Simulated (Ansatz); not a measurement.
input.yaml (Ansatz)

```yaml
crystal:
  lattice:
    - [2.2600048197, 0.0, 0.0]
    - [0.0, 2.2600048197, 0.0]
    - [0.0, 0.0, 2.2600048197]
  atoms:
    - { symbol: Ni, position: [0.0, 0.0, 0.0], spin: 0.463, spin_axis: [0, 0, 1] }
hamiltonian:
  xc: lda
  pseudopotentials:
    kind: paw_fr
    azcp:
      Ni: "pseudopotentials/Ni.paw.azcp"
basis:
  ecutwfc: 420
  fft_grid_basis: typed
kpoints:
  mp_grid: { grid: [14, 14, 14], shift: [0, 0, 0] }
magnetization:
  noncollinear: true
  spin_orbit: true
scf:
  occupations: { method: fermi_dirac, width: 0.05 }
```

Output

```
Warning: the record states the generating functional pbe (its physics header spells it `PBE`), which answers neither for hamiltonian.xc's functional nor for the lda family's — results may be inconsistent (PPs are generated against a specific XC)
Engine: ansatz 0.2.0, aarch64-unknown-linux-gnu
Pseudopotentials: kind: paw_fr
Pseudopotential: Ni, paw_fr, valence charge 18, recommended cutoff 420 eV (normal) 
Functional definition: SPW92
  exchange = slater_x
  correlation = pw_c
Crystal: 1 atoms, lattice volume = 11.543 Å³
Basis set: ecut = 420 eV, 251 PW (Γ)
Bands: 26, of which v1, the nominal top of the filled ones, is band 18 counted from 1 (17 counted from 0)
Symmetry: 8 space group operations + 8 with time reversal
Magnetic group: BNS 123.345 (UNI 1005), of the structure as read, at distance tolerance 2.3e-5 Å
k-points: 288 of 2744 (time reversal used)
Projection manifold: j_resolved (fully-relativistic pseudo-atomic orbitals)
Non-local potential: Ni, projectors of the file, l = 0: 3, l = 1: 4, l = 2: 6, l = 3: 2
PAW form: soft (Blöchl's): semilocal exchange-correlation on the pseudo side does not see the compensation charge
PAW frozen core: Ni, regenerated for the run's functional, and the local potential with it (the file was generated under x = pbe(κ = 0.804, μ = 0.2195149727645171), c = pbe(β = 0.06672455060314922))
PAW one-centre angular grid: Ni, 590 points (default); XC on 64 Gauss nodes
Initial density: superposition of atomic densities (chi_scale 0.1, normalization cell)
Starting moments: Σ|m| = 0.463 μB on 1 of 1 site
Initial wavefunctions: pseudopotential atomic-orbital guess
Functional: x = slater, c = lda
iter 1 solved again at ethr=1.39e-3 eV; its pass at ethr=3.10e-3 eV (dr2=2.51e-1 eV) is discarded
SCF iter   1: F=—  HF=-5772.941039 eV  |F-HF|=—  |Δ(HF+E_count)|=         —  Δρ=5.87e-2  dr2=2.44e-1  dr2_m=2.11e-3  ethr=1.39e-3  |M|=4.09e-1 ∫|m|=4.13e-1 μB  |m|>n=0.0e0 m-floor=0.0e0 τ_xc=0.0e0  β_m=0.30  ⟨swp⟩=1.3  Hψ=48898  notcnv=0
SCF iter   2: F=—  HF=-5772.923976 eV  |F-HF|=—  |Δ(HF+E_count)|=   1.71e-2  Δρ=2.64e-2  dr2=5.48e-2  dr2_m=2.58e-3  ethr=1.36e-3  |M|=4.21e-1 ∫|m|=4.28e-1 μB  |m|>n=0.0e0 m-floor=0.0e0 τ_xc=1.3e-21  β_m=1.00  ⟨swp⟩=2.1  Hψ=9727  notcnv=0
SCF iter   3: F=—  HF=-5772.913702 eV  |F-HF|=—  |Δ(HF+E_count)|=   1.03e-2  Δρ=1.35e-2  dr2=1.72e-2  dr2_m=4.71e-4  ethr=3.04e-4  |M|=4.25e-1 ∫|m|=4.38e-1 μB  |m|>n=0.0e0 m-floor=0.0e0 τ_xc=2.2e-21  β_m=1.00  ⟨swp⟩=2.0  Hψ=10161  notcnv=0  defer=167
SCF iter   4: F=—  HF=-5772.903883 eV  |F-HF|=—  |Δ(HF+E_count)|=   9.82e-3  Δρ=5.50e-3  dr2=8.48e-4  dr2_m=5.26e-4  ethr=9.57e-5  |M|=4.38e-1 ∫|m|=4.52e-1 μB  |m|>n=0.0e0 m-floor=0.0e0 τ_xc=3.1e-21  β_m=1.00  ⟨swp⟩=2.0  Hψ=10647  notcnv=0  defer=193
SCF iter   5: F=—  HF=-5772.905690 eV  |F-HF|=—  |Δ(HF+E_count)|=   1.81e-3  Δρ=3.08e-3  dr2=3.70e-4  dr2_m=1.02e-4  ethr=4.71e-6  |M|=4.44e-1 ∫|m|=4.58e-1 μB  |m|>n=0.0e0 m-floor=0.0e0 τ_xc=4.0e-21  β_m=1.00  ⟨swp⟩=2.0  Hψ=11961  notcnv=0  defer=199
SCF iter   6: F=—  HF=-5772.906944 eV  |F-HF|=—  |Δ(HF+E_count)|=   1.25e-3  Δρ=1.44e-3  dr2=1.35e-4  dr2_m=5.54e-5  ethr=2.05e-6  |M|=4.48e-1 ∫|m|=4.63e-1 μB  |m|>n=0.0e0 m-floor=0.0e0 τ_xc=4.4e-21  β_m=0.30  ⟨swp⟩=2.0  Hψ=11036  notcnv=0  defer=199
Mixer restart at iter 6: flushing history
spin-set hold released at iteration 6 (site moments contracting): the magnetisation degrees of freedom join the quasi-Newton model from the next iteration; the mixer history was flushed
SCF iter   7: F=—  HF=-5772.907454 eV  |F-HF|=—  |Δ(HF+E_count)|=   5.10e-4  Δρ=2.01e-3  dr2=1.14e-5  dr2_m=1.07e-4  ethr=7.49e-7  |M|=4.50e-1 ∫|m|=4.66e-1 μB  |m|>n=0.0e0 m-floor=0.0e0 τ_xc=4.6e-21  β_m=0.65  ⟨swp⟩=2.0  Hψ=8203  notcnv=0  defer=199
SCF iter   8: F=—  HF=-5772.908360 eV  |F-HF|=—  |Δ(HF+E_count)|=   9.06e-4  Δρ=4.85e-3  dr2=1.48e-3  dr2_m=2.42e-4  ethr=6.33e-8  |M|=4.63e-1 ∫|m|=4.79e-1 μB  |m|>n=0.0e0 m-floor=0.0e0 τ_xc=5.7e-21  β_m=0.65  ⟨swp⟩=3.2  Hψ=16669  notcnv=0  defer=199
SCF iter   9: F=—  HF=-5772.908118 eV  |F-HF|=—  |Δ(HF+E_count)|=   2.42e-4  Δρ=2.40e-3  dr2=3.63e-4  dr2_m=4.23e-5  ethr=6.33e-8  |M|=4.64e-1 ∫|m|=4.82e-1 μB  |m|>n=0.0e0 m-floor=0.0e0 τ_xc=6.1e-21  β_m=0.67  ⟨swp⟩=3.1  Hψ=17396  notcnv=0  defer=260
SCF iter  10: F=—  HF=-5772.908085 eV  |F-HF|=—  |Δ(HF+E_count)|=   3.37e-5  Δρ=6.39e-4  dr2=2.59e-5  dr2_m=5.75e-6  ethr=6.33e-8  |M|=4.66e-1 ∫|m|=4.83e-1 μB  |m|>n=0.0e0 m-floor=0.0e0 τ_xc=6.0e-21  β_m=0.84  ⟨swp⟩=2.0  Hψ=12926  notcnv=0  defer=260
SCF iter  11: F=—  HF=-5772.908083 eV  |F-HF|=—  |Δ(HF+E_count)|=   1.87e-6  Δρ=1.08e-4  dr2=7.17e-7  dr2_m=1.20e-7  ethr=6.33e-8  |M|=4.66e-1 ∫|m|=4.84e-1 μB  |m|>n=0.0e0 m-floor=0.0e0 τ_xc=6.0e-21  β_m=0.89  ⟨swp⟩=2.0  Hψ=9421  notcnv=0  defer=260
SCF iter  12: F=-5772.908083 eV  HF=-5772.908083 eV  |F-HF|=9.74e-10  |Δ(HF+E_count)|=   7.35e-8  Δρ=5.26e-6  dr2=1.85e-9  dr2_m=3.87e-10  ethr=5.56e-10  |M|=4.67e-1 ∫|m|=4.84e-1 μB  |m|>n=0.0e0 m-floor=0.0e0 τ_xc=6.0e-21  ⟨swp⟩=1.9  Hψ=21122  notcnv=0
SCF 1 converged in 12 iterations: F = -5772.908083 eV  dr2 = 1.85e-9
SCF converged after 12 iterations
Magnetization: |M| = 0.4665 μB,  M = (-0.0000, +0.0000, +0.4665) μB
Absolute magnetization: 0.4845 μB (∫|m|, with the PAW one-centre terms)
  site 0: m = (-0.0000, +0.0000, +0.4717) μB, |m| = 0.4717 μB  (R = 0.93 Å)
Free energy (F): -5772.908083 eV
Harris-Foulkes:  -5772.908083 eV  (|F-HF|=9.74e-10)
Internal energy: -5772.894493 eV  (E = F + TS)
E sigma→0 (E₀):  -5772.901288 eV
Entropy (-TS):   -0.013590 eV (-13.590 meV/atom)
Fermi energy:    16.404095 eV
--- Per-component energies (eV) ---
  E_band       = -310.296681
  E_kinetic    = 284.576896
  E_local      = -3643.757623  (includes V_loc(G=0)·N_el)
  E_nonlocal   = 640.965839
  E_hartree    = 1522.978584
  E_xc         = -84.322872
  E_vxc        = -109.155170  (∫ρ·V_xc dr)
  E_paw        = -1565.156804  (= ΣΔE_a)
  E_vpaw       = -528.880822  (= ΣTr[D̂ρ^β])
  E_aug_tail   = 0.000349  (compensation charges beyond the density's cutoff)
  E_ewald      = -2928.615262
  E_core_change = 0.436400  (= ΣΔE_core)
  E_smearing   = -0.013590  (= −TS)
  E_closure    = 0.000000  (closes the sum)
  Σ components = -5772.908083   (vs F -5772.908083, Δ=0.00e0)
```
